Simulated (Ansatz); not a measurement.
Relaxed-ion elastic tensor of Mg (simple hexagonal, P6/mmm) in GPa (Voigt order), LDA (plane waves, PAW; program Ansatz); density 1.67 g/cm³, 24.11 Å³ per atom.

```json
[
 {"": "1", "1": "71.3", "2": "25.7", "3": "4.7", "4": "0.0", "5": "0.0", "6": "0.0"},
 {"": "2", "1": "25.7", "2": "71.3", "3": "4.7", "4": "0.0", "5": "0.0", "6": "0.0"},
 {"": "3", "1": "4.7", "2": "4.7", "3": "59.0", "4": "0.0", "5": "0.0", "6": "0.0"},
 {"": "4", "1": "0.0", "2": "0.0", "3": "0.0", "4": "-13.9", "5": "0.0", "6": "0.0"},
 {"": "5", "1": "0.0", "2": "0.0", "3": "0.0", "4": "0.0", "5": "-13.9", "6": "0.0"},
 {"": "6", "1": "0.0", "2": "0.0", "3": "0.0", "4": "0.0", "5": "0.0", "6": "22.8"}
]
```

### Question
Is the crystal mechanically stable?

### Answer
No: the smallest eigenvalue of C is -13.9 GPa.

The first step of the workflow began from a Materials Project structure, measured or hypothetical; the Crystallography Open Database copy checked does not list it. It is not the phase usual at ambient conditions (space group No. 194). The LDA relaxation kept the symmetry of its start. At this level the phase is mechanically unstable. As this level gives no gap, shear constants depend on the k-mesh and smearing (Fermi–Dirac, 0.1 eV here).

Potentials: the earlier of the program's two PAW sets.
